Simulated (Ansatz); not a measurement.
**¹³⁹La fingerprints of the forms of La2MgSe4**

Level of theory: DFT, r2SCAN, plane waves and PAW, scalar-relativistic, 500 eV cutoff (Ansatz 0.2.0). Q(¹³⁹La) = 206.0 mb, I = 7/2. The cells come from the Materials Project (computed, not necessarily observed phases), with the atoms as given. Forces reach 0.2 eV/Å in them. Spin–orbit coupling is left out, which moves gradients at and beside heavy atoms (La) by some per cent and at some sites by far more.

(1) Rank the structures by their largest ¹³⁹La |C_Q|, smallest first.
A.
La2MgSe4
Space group I-42d (No. 122); a = 8.8251, c = 9.3688 Å.

| site | Wyckoff | site symmetry | x | y | z |
| --- | --- | --- | --- | --- | --- |
| La | 8d | .2. | 0.1327 | 0.2500 | 0.6250 |
| Mg | 4a | -4.. | 0.0000 | 0.0000 | 0.0000 |
| Se | 16e | 1 | 0.0683 | 0.1993 | 0.3070 |
B.
La2MgSe4
Space group Pnma (No. 62); a = 14.8961, b = 8.7456, c = 6.9736 Å.

```
site  Wyckoff  site symmetry       x       y       z
 La1       4b             -1  0.0000  0.0000  0.5000
 La5       4c            .m.  0.7681  0.7500  0.0007
  Mg       4c            .m.  0.9073  0.2500  0.9183
Se13       8d              1  0.8319  0.0176  0.7493
Se21       4c            .m.  0.9336  0.7500  0.2421
Se25       4c            .m.  0.9068  0.2500  0.2838
```
C.
La2MgSe4
Space group Fd-3m:1 (No. 227); a = 12.1525 Å.

| site | Wyckoff | site symmetry | x | y | z |
| --- | --- | --- | --- | --- | --- |
| La | 16d | .-3m | 0.3750 | 0.1250 | 0.8750 |
| Mg | 8a | -43m | 0.5000 | 0.5000 | 0.0000 |
| Se | 32e | .3m | 0.8768 | 0.8768 | 0.3768 |

Answers

(1) C (12.2 MHz), B (21.3 MHz), A (49.0 MHz).
